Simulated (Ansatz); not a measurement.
An Ansatz (a first-principles code) run. Input:

Ansatz 0.2 input:
```yaml
crystal:
  lattice:
    - [0.0, 3.0309086672, 3.0309086672]
    - [3.0309086672, 0.0, 3.0309086672]
    - [3.0309086672, 3.0309086672, 0.0]
  atoms:
    - { symbol: Lu, position: [0.5, 0.5, 0.5] }
    - { symbol: Bi, position: [0.0, 0.0, 0.0] }
kpoints:
  mp_grid: { grid: [24, 24, 24] }
hamiltonian:
  xc: lda
  pseudopotentials: { kind: paw }
scf:
  occupations: { method: fermi_dirac, width: 0.1 }
elastic: { mode: relaxed_ion, stencil: two_point, amplitude: 0.005, f_tol: 0.0005 }
```

Output (shortened):

```
Pseudopotential: Lu, paw, valence charge 25
Pseudopotential: Bi, paw, valence charge 15
Functional definition: SPW92
Crystal: 2 atoms, lattice volume = 55.686 Å³
Basis set: ecut = 420 eV, 1067 PW (Γ)
Bands: 24, of which v1, the nominal top of the filled ones, is band 20 counted from 1 (19 counted from 0)
Symmetry: 48 space group operations
Space group: Fm-3m (ITA 225), of the structure as read, at distance tolerance 3.8e-5 Å
k-points: 413 of 13824
SCF 1 converged in 12 iterations: F = -26580.437665 eV  dr2 = 2.96e-15
Crystal: 2 atoms, lattice volume = 55.408 Å³
Symmetry: 16 space group operations
k-points: 1063 of 13824
SCF 2 converged in 11 iterations: F = -26580.437007 eV  dr2 = 8.68e-14
Crystal: 2 atoms, lattice volume = 55.965 Å³
SCF 3 converged in 10 iterations: F = -26580.436895 eV  dr2 = 9.37e-16
Crystal: 2 atoms, lattice volume = 55.686 Å³
Symmetry: 8 space group operations
k-points: 1963 of 13824
SCF 4 converged in 11 iterations: F = -26580.437560 eV  dr2 = 4.98e-15
Crystal: 2 atoms, lattice volume = 55.686 Å³
SCF 5 converged in 8 iterations: F = -26580.437560 eV  dr2 = 1.67e-14
SCF converged after 12 iterations
Free energy (F): -26580.437665 eV
Harris-Foulkes:  -26580.437665 eV  (|F-HF|=0.00e0)
Internal energy: -26580.426796 eV  (E = F + TS)
E sigma→0 (E₀):  -26580.432231 eV
Entropy (-TS):   -0.010869 eV (-5.435 meV/atom)
Fermi energy:    13.516811 eV
--- Per-component energies (eV) ---
  E_band       = -71.047732
  E_kinetic    = 726.749545
  E_local      = -8404.106248  (includes V_loc(G=0)·N_el)
  E_nonlocal   = 1148.921813
  E_hartree    = 3402.800786
  E_xc         = -367.684763
  E_vxc        = -403.804904  (∫ρ·V_xc dr)
  E_paw        = -17489.932443  (= ΣΔE_a)
  E_vpaw       = 55.591009  (= ΣTr[D̂ρ^β])
  E_aug_tail   = -0.000518  (compensation charges beyond the density's cutoff)
  E_ewald      = -5599.488720
  E_core_change = 2.313750  (= ΣΔE_core)
  E_smearing   = -0.010869  (= −TS)
  E_closure    = 0.000000  (closes the sum)
  Σ components = -26580.437665   (vs F -26580.437665, Δ=0.00e0)
--- Forces (eV/Å), atoms counted from 1 ---
  atom   1  Lu     0.00000000     0.00000000     0.00000000
  atom   2  Bi     0.00000000     0.00000000     0.00000000
  max |Σ_I F_I| component: 0.0 eV/Å
--- Stress (GPa, compression-positive) ---
       -0.041063       0.000000       0.000000
        0.000000      -0.041063       0.000000
        0.000000       0.000000      -0.041063
  P = ⅓ Tr σ = -0.0411 GPa (-0.411 kbar)
--- Band table (eV; the first three rows and the last of 413) ---
  k-point 0: bands = ["-43.1684", "-13.8463", "-13.8463", "-13.8463", "-8.6282", "-8.6282", "-8.5560", "-8.5560", "-8.5560", "1.5088", "7.9921", "7.9921", "7.9921", "8.0037", "8.0343", "8.0343", "8.0343", "14.5620", "14.5620", "14.5620", "14.6209", "14.6209", …
  k-point 1: bands = ["-43.1684", "-13.8476", "-13.8468", "-13.8468", "-8.6272", "-8.6272", "-8.5558", "-8.5557", "-8.5557", "1.5276", "7.9918", "7.9926", "7.9926", "8.0040", "8.0340", "8.0340", "8.0343", "14.0182", "14.2786", "14.2786", "14.7385", "14.7385", …
  k-point 2: bands = ["-43.1683", "-13.8512", "-13.8483", "-13.8483", "-8.6245", "-8.6245", "-8.5552", "-8.5549", "-8.5549", "1.5836", "7.9912", "7.9943", "7.9943", "8.0047", "8.0332", "8.0332", "8.0344", "13.3086", "13.8816", "13.8816", "14.8242", "14.8242", …
  k-point 412: bands = ["-43.1668", "-13.8864", "-13.8853", "-13.8853", "-8.6257", "-8.5858", "-8.5449", "-8.5449", "-8.5263", "2.9460", "8.0044", "8.0138", "8.0138", "8.0225", "8.0225", "8.0232", "8.0405", "10.6526", "10.6526", "10.6811", "15.8924", …
--- Elastic constants: 2 strain directions × 2 members + reference (group order 48) ---
  dense FFT box of the reference and of every strained cell: 30×30×30
  strains applied: 11, 23; error gains: componentwise 1.00 (the most a stress slope's error grows in a printed constant), spectral 1.73 (1 for all six strains …
  C = ∂σ_k/∂η_j (tension-positive GPa; Voigt order 11 22 33 23 13 12):
       164.425     16.777     16.777      0.000      0.000      0.000
        16.777    164.425     16.777      0.000      0.000      0.000
        16.777     16.777    164.425      0.000      0.000      0.000
         0.000      0.000      0.000     24.098      0.000      0.000
         0.000      0.000      0.000      0.000     24.098      0.000
         0.000      0.000      0.000      0.000      0.000     24.098
  reference stress σ⁰ (GPa):      0.041      0.041      0.041      0.000      0.000      0.000
  moduli (Voigt/Reuss/Hill, GPa): K = 65.99/65.99/65.99   G = 43.99/32.99/38.49   E = 96.67   ν = 0.256
  mechanically stable: yes (min eigenvalue of sym C = 24.10 GPa)
  strain η (Voigt 11):  stress-route row diagonal C_11 = 164.43 GPa, energy-path curvature d²(F+E_count+ΔE)/dδ²/Ω₀ = 164.40 GPa
         δ    σ_11 (GPa)             F (eV)   n_scf  n_hpsi   n_pw
    -5.000e-3      -0.8071      -26580.4370068      11  781676   1106   relax 0 steps, max|allowed force component| 0.0 eV/Å
     5.000e-3       0.8372      -26580.4368946      10  789746   1115   relax 0 steps, max|allowed force component| 0.0 eV/Å
  strain η (Voigt 23):  stress-route row diagonal C_44 = 24.10 GPa, energy-path curvature d²(F+E_count+ΔE)/dδ²/Ω₀ = 24.09 GPa
         δ    σ_23 (GPa)             F (eV)   n_scf  n_hpsi   n_pw
    -5.000e-3      -0.1205      -26580.4375599      11  1585245   1113   relax 0 steps, max|allowed force component| 0.0 eV/Å
     5.000e-3       0.1205      -26580.4375599       8  1293592   1113   relax 0 steps, max|allowed force component| 0.0 eV/Å
```

Cost: about 12 core-minutes (a rough figure) on shared cores.

The workflow started from a Materials Project entry (that database holds measured and hypothetical structures alike); the Crystallography Open Database copy checked does not list it. With Lu and Bi taken as one species the cell has the higher symmetry Pm-3m, so it may be an ordered model of a mixed-site phase. Whether it is the stable phase at ambient conditions was not checked. Symmetry was held in the LDA relaxation; of distortions, only those at the zone centre were tested. As this level gives no gap, shear constants depend on the k-mesh and smearing (Fermi–Dirac, 0.1 eV here). Scalar-relativistic: spin–orbit coupling is off unless named, which matters more the heavier the elements.

Potentials: the later of the program's two PAW sets.

Ansatz is a plane-wave DFT program.
